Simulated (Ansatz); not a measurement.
## Calculated with Ansatz: BeVN, relaxation

Input:

```yaml
crystal:
  lattice:
    - [2.769598, 0.0, 0.0]
    - [0.0, 2.769598, 0.0]
    - [0.0, 0.0, 7.011639]
  atoms:
    - { symbol: V, position: [0.0, 0.5, 0.9] }
    - { symbol: V, position: [0.5, 0.0, 0.1] }
    - { symbol: Be, position: [0.0, 0.5, 0.335] }
    - { symbol: Be, position: [0.5, 0.0, 0.665] }
    - { symbol: "N", position: [0.0, 0.5, 0.617] }
    - { symbol: "N", position: [0.5, 0.0, 0.383] }
  symmetry: { tolerance: 0.0003 }
kpoints:
  mp_grid: { grid: [9, 9, 4], shift: [0, 0, 0] }
magnetization:
  spin_polarized: false
scf:
  occupations: { method: fermi_dirac, width: 0.013 }
  lower_state_search: "off"
hamiltonian:
  pseudopotentials: { kind: paw }
  xc: r2scan
basis:
  ecutwfc: 500
  fft_grid_basis: typed
relax:
  max_steps: 80
output:
  forces: true
  stress: true
  eigenvalues: true
  bader: true
  populations: true
  elf: true
  write_potential: true
  volumetric_format: npy
  dos:
    e_range: [-12, 8]
    de: 0.05
    projected: { site_lists: { Be: [Be], "N": ["N"], V: [V] } }
  write_density: true
checkpoint:
  read: saved_state
```

The command:

```bash
ansatz run input.yaml --threads 2 --pin off --max-ram 3584MiB --backend cpu --events-out ev --progress --plain --runs-dir out
```

Origin of the cell: a known structure type with other elements, at an estimated volume, so it need not be a known compound.

The saved state is a converged single point of the same cell.

Steps:

| step | ΔF (meV/atom) | max force component (eV/Å) | SCF iterations | step was |
| --- | --- | --- | --- | --- |
| 1 | 0.0 | 4.470 | 8 | accepted |
| 2 | -324.6 | 2.185 | 7 | accepted |
| 3 | -380.7 | 1.493 | 7 | accepted |
| 4 | -325.7 | 2.946 | 9 | rejected |
| 5 | -423.0 | 0.404 | 9 | accepted |
| 6 | -424.9 | 0.148 | 7 | accepted |
| 7 | -425.0 | 0.098 | 5 | accepted |
| 8 | -425.0 | 0.002 | 5 | accepted |
| 9 | -425.0 | 0.002 | 3 | accepted |

Step 1, with forces in eV/Å:

```xyz
6
Lattice="2.770 0.000 0.000 0.000 2.770 0.000 0.000 0.000 7.012" Properties=species:S:1:pos:R:3:forces:R:3 pbc="T T T" step=1
V     0.000    1.385    6.310    0.000    0.000   -4.302
V     1.385    0.000    0.701    0.000    0.000    4.302
Be    0.000    1.385    2.349    0.000    0.000    3.046
Be    1.385    0.000    4.663    0.000    0.000   -3.046
N     0.000    1.385    4.326    0.000    0.000    4.470
N     1.385    0.000    2.685    0.000    0.000   -4.470
```

Step 2, with forces in eV/Å:

```xyz
6
Lattice="2.770 0.000 0.000 0.000 2.770 0.000 0.000 0.000 7.012" Properties=species:S:1:pos:R:3:forces:R:3 pbc="T T T" step=2
V     0.000    1.385    6.264    0.000    0.000   -2.185
V     1.385    0.000    0.748    0.000    0.000    2.185
Be    0.000    1.385    2.544    0.000    0.000    1.714
Be    1.385    0.000    4.468    0.000    0.000   -1.714
N     0.000    1.385    4.433    0.000    0.000    1.320
N     1.385    0.000    2.579    0.000    0.000   -1.320
```

Step 3, with forces in eV/Å:

```xyz
6
Lattice="2.770 0.000 0.000 0.000 2.770 0.000 0.000 0.000 7.012" Properties=species:S:1:pos:R:3:forces:R:3 pbc="T T T" step=3
V     0.000    1.385    6.221    0.000    0.000   -1.493
V     1.385    0.000    0.791    0.000    0.000    1.493
Be    0.000    1.385    2.606    0.000    0.000    1.216
Be    1.385    0.000    4.406    0.000    0.000   -1.216
N     0.000    1.385    4.431    0.000    0.000    0.308
N     1.385    0.000    2.580    0.000    0.000   -0.308
```

Step 5, with forces in eV/Å:

```xyz
6
Lattice="2.770 0.000 0.000 0.000 2.770 0.000 0.000 0.000 7.012" Properties=species:S:1:pos:R:3:forces:R:3 pbc="T T T" step=5
V     0.000    1.385    6.157    0.000    0.000   -0.404
V     1.385    0.000    0.854    0.000    0.000    0.404
Be    0.000    1.385    2.701    0.000    0.000    0.150
Be    1.385    0.000    4.310    0.000    0.000   -0.150
N     0.000    1.385    4.401    0.000    0.000   -0.118
N     1.385    0.000    2.610    0.000    0.000    0.118
```

Step 6, with forces in eV/Å:

```xyz
6
Lattice="2.770 0.000 0.000 0.000 2.770 0.000 0.000 0.000 7.012" Properties=species:S:1:pos:R:3:forces:R:3 pbc="T T T" step=6
V     0.000    1.385    6.130    0.000    0.000    0.148
V     1.385    0.000    0.881    0.000    0.000   -0.148
Be    0.000    1.385    2.709    0.000    0.000   -0.049
Be    1.385    0.000    4.302    0.000    0.000    0.049
N     0.000    1.385    4.386    0.000    0.000   -0.100
N     1.385    0.000    2.625    0.000    0.000    0.100
```

Step 7, with forces in eV/Å:

```xyz
6
Lattice="2.770 0.000 0.000 0.000 2.770 0.000 0.000 0.000 7.012" Properties=species:S:1:pos:R:3:forces:R:3 pbc="T T T" step=7
V     0.000    1.385    6.135    0.000    0.000   -0.068
V     1.385    0.000    0.877    0.000    0.000    0.068
Be    0.000    1.385    2.706    0.000    0.000    0.004
Be    1.385    0.000    4.306    0.000    0.000   -0.004
N     0.000    1.385    4.385    0.000    0.000    0.098
N     1.385    0.000    2.627    0.000    0.000   -0.098
```

Step 9, with forces in eV/Å:

```xyz
6
Lattice="2.770 0.000 0.000 0.000 2.770 0.000 0.000 0.000 7.012" Properties=species:S:1:pos:R:3:forces:R:3 pbc="T T T" step=9
V     0.000    1.385    6.134    0.000    0.000    0.000
V     1.385    0.000    0.877    0.000    0.000    0.000
Be    0.000    1.385    2.706    0.000    0.000    0.001
Be    1.385    0.000    4.305    0.000    0.000   -0.001
N     0.000    1.385    4.386    0.000    0.000   -0.002
N     1.385    0.000    2.625    0.000    0.000    0.002
```

| Item | Value |
| --- | --- |
| Free energy lowered by | 425.0 meV/atom |
| Final pressure | 6.50 GPa |
| Relaxation steps listed | 9 |
| Gap on the mesh | none (metal) |

Caveats: no spin polarisation, so a magnetic state may lie lower; the SCF threshold is looser than advised for a stress; the relaxation held the start's symmetry, so the end may be a saddle point.

It ran for 86 s on 2 threads of Arm Neoverse V1, with other jobs on the host, peak memory 0.56 GiB, from a saved density.
